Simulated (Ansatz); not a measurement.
BeS in space group P6_422 (No. 181; Be on 3c, S on 3d), a = b = 3.4501 Å, c = 7.8321 Å, α = β = 90.00°, γ = 120.00°.

Relaxed with r²SCAN. r²SCAN (plane waves, PAW; program Ansatz) gives a gap of 3.18 eV.

Q: What gap does HSE06 give on the same cell (Ansatz, PAW)?

A: 3.59 eV, 0.41 eV more. The hybrid was solved on a coarser mesh and at special points; its gap is the smallest among all of these.

| k | v1 r²SCAN | c1 r²SCAN | v1 HSE06 | c1 HSE06 |
|---|---|---|---|---|
| Γ | 0.00 | 4.67 | (withheld) | (withheld) |
| A | -0.38 | 4.14 | -0.36 | 4.54 |
| K | -1.74 | 4.50 | (withheld) | (withheld) |
| H | -1.20 | 4.90 | (withheld) | (withheld) |
| M | -1.69 | 3.18 | -1.80 | 3.59 |
| L | -1.28 | 3.70 | (withheld) | (withheld) |

Q: Top valence (v1) and lowest conduction level (c1) in eV from each method's valence maximum (which need not be a listed point): supply the withheld HSE06 values.

A: 
- K, v1 HSE06: -1.82
- K, c1 HSE06: 5.04
- Γ, v1 HSE06: 0.00
- Γ, c1 HSE06: 5.08
- H, v1 HSE06: -1.27
- H, c1 HSE06: 5.42
- L, v1 HSE06: -1.35
- L, c1 HSE06: 4.19

Cost on shared cores: the r²SCAN run (SCF on a 9×9×4 mesh, then bands and DOS) very roughly 100 core-seconds, the HSE06 run (SCF on 6×6×2, then a few points) about 2.5 core-minutes (a rough figure); the tasks are unlike.

The start of the workflow was typed in or built on a structure type; neither database checked (COD, Materials Project) lists it. COD files the formula under space group No. 216, so this cell is another polymorph or a model. Its standing as an ambient phase is unchecked. Symmetry was held in the r²SCAN relaxation; whether a distortion lowers the energy is not shown.

Potentials: the later of the program's two PAW sets.
